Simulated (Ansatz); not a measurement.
One crystal and one scan (scan of one atom of the cell) at two levels, PBE (plane waves to 420 eV, PAW, scalar-relativistic; Ansatz, a quantum-chemistry and plane-wave program) and r2SCAN (plane waves to 500 eV, PAW, scalar-relativistic; Ansatz), each from its own relaxed cell and on its own mesh. The cell shown is that of PBE.

Starting cell, BP (zinc blende):

```
BP
1.0
    0.00000     2.27424     2.27424
    2.27424     0.00000     2.27424
    2.27424     2.27424     0.00000
P B
1 1
Cartesian
  3.41135   3.41135   3.41135
  0.00000   0.00000   0.00000
```

In each cell atom 1 (P, nearest neighbour B at 1.970 Å; its periodic images, 3.2 Å or more away, move with it) moves by s·(-0.577, -0.577, 0.577) (towards the nearest neighbour), the rest being held.

E stands for the smeared free energy. BP was relaxed with its symmetry unable to fall. (PBE) Left out: 1 of 11 points, with atoms too close for the PAW data. (r2SCAN) Left out: 1 of 11 points, with atoms too close for the PAW data. As the smearing reaches across the gap at some points, energies and forces of such displacements shift with the k mesh and the smearing. Percentages come from the unrounded values. Both scans cover s from -0.590 to 0.472 Å.

Results of PBE:

- Lattice constant a (Å) = 4.548
- Band gap of the relaxed cell, no spin-orbit coupling (eV) = 1.25
- Energy at s = 0.472 Å (meV/cell) = 3394
- Force along the line at s = -0.590 Å (eV/Å) = 1.687
- Force constant k = d²E/ds² at s = 0 (finite differences) (eV/Å²) = 18.90
- Zone-centre optical wavenumber from k (cm⁻¹) = 801
- Symmetry of the curve = not even: the positive side lies higher at ±0.472 Å
- Shape of the curve = a single well with its minimum at or next to zero displacement

**Question.** Estimate the r2SCAN values.

**Answer.** 
```
quantity                                                          r2SCAN     PBE − r2SCAN
----------------------------------------------------------------  ------  ---------------
Lattice constant a (Å)                                             4.537  +0.011 (+0.3 %)
Band gap of the relaxed cell, no spin-orbit coupling (eV)           1.41    -0.16 (-11 %)
Energy at s = 0.472 Å (meV/cell)                                    3543    -149 (-4.2 %)
Force along the line at s = -0.590 Å (eV/Å)                        1.888   -0.201 (-11 %)
Force constant k = d²E/ds² at s = 0 (finite differences) (eV/Å²)   19.80   -0.90 (-4.6 %)
Zone-centre optical wavenumber from k (cm⁻¹)                         820     -19 (-2.3 %)
```

PBE gives the higher value for: lattice constant a. PBE gives the lower value for: band gap of the relaxed cell, no spin-orbit coupling; energy at s = 0.472 Å; force along the line at s = -0.590 Å; force constant k = d²E/ds² at s = 0; zone-centre optical wavenumber from k. Both give the same symmetry of the curve: not even: the positive side lies higher at ±0.472 Å.

(A displaced cell: forces are minus the slopes of the energy, force constants its curvatures, and phonons follow from these.)
